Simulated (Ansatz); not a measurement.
With PBE in the plane-wave PAW code Ansatz, ZrMo in the CsCl type structure (Pm-3m) relaxes to a = 3.341 Å. Its formation energy from the elements is 0.074 eV/atom, with no fitted shifts.

Electronic character: metallic (no gap). Gap from PBE with spin–orbit coupling: none (metallic).

The bulk modulus is 150 GPa.

The start of the workflow was typed in or built on a structure type; neither database checked (COD, Materials Project) lists it. Whether it is the stable phase at ambient conditions was not checked. The PBE relaxation kept the symmetry of its start; whether a distortion lowers the energy is not shown. The run is not spin-polarised. The references are the lowest solids computed at this level, not always the standard phases. Scalar-relativistic: spin–orbit coupling is off unless named, which matters more the heavier the elements.

Potentials: the later of the program's two PAW sets.
